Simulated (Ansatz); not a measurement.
LaN:
```yaml
crystal:
  lattice:
    - [10.54149, 0.00000, 0.00000]
    - [0.00000, 3.70583, 0.00000]
    - [0.00000, 0.00000, 3.70584]
  atoms:
    - { symbol: La, position: [0.12683, 0.25000, 0.24997] }
    - { symbol: La, position: [0.37317, 0.75000, 0.74997] }
    - { symbol: La, position: [0.87317, 0.75000, 0.75003] }
    - { symbol: La, position: [0.62683, 0.25000, 0.25003] }
    - { symbol: N, position: [0.86744, 0.25000, 0.24982] }
    - { symbol: N, position: [0.63256, 0.75000, 0.74982] }
    - { symbol: N, position: [0.13256, 0.75000, 0.75018] }
    - { symbol: N, position: [0.36744, 0.25000, 0.25018] }
```

Relaxed with PBEsol. Special points in fractions of this cell's reciprocal vectors: Γ (0.000, 0.000, 0.000); X (0.500, 0.000, 0.000); S (0.500, 0.500, 0.000); Y (0.000, 0.500, 0.000); Z (0.000, 0.000, 0.500); U (0.500, 0.000, 0.500); R (0.500, 0.500, 0.500); T (0.000, 0.500, 0.500).

Question: List the band energies nearest the Fermi level at these points for DFT-PBEsol in the program Ansatz with PAW potentials.

Answer: In eV from the Fermi level; about four levels below and three above (degenerate sets whole), none deeper than 8.9 eV; points with the same levels are listed once.

```csv
k,below,above
Γ,-0.51 -0.51 -0.21 -0.21 -0.21,0.04 0.72 0.78
X,-0.33 -0.33 -0.33 -0.33,0.04 0.04 1.78 1.78
S,-1.59 -1.59 -1.59 -1.59,2.97 2.97 2.97 2.97
Y,-1.99 -1.99 -0.78 -0.78,2.61 2.61 3.32 3.32
R,-0.09 -0.09 -0.09 -0.09,0.95 0.95 0.95 0.95
T,-0.21 -0.21 -0.18 -0.18,0.28 0.28 2.31 2.31
```

Space group P4/nmm. The start of the workflow was typed in or built on a structure type; the Crystallography Open Database copy checked does not list it. COD files the formula under space group No. 225, so this cell is another polymorph or a model. Whether it is the stable phase at ambient conditions was not checked. The PBEsol relaxation kept the symmetry of its start; its stability against distortions is not shown here. A small band overlap can be real or an error of a semilocal functional. Point labels and valley counts follow the cell and symmetry of the run, lower than the named group. The Fermi level of a semimetal is unsure by some 0.05 eV on such meshes. Scalar-relativistic: spin–orbit coupling is off unless named, which matters more the heavier the elements.

Potentials: the later of the program's two PAW sets.
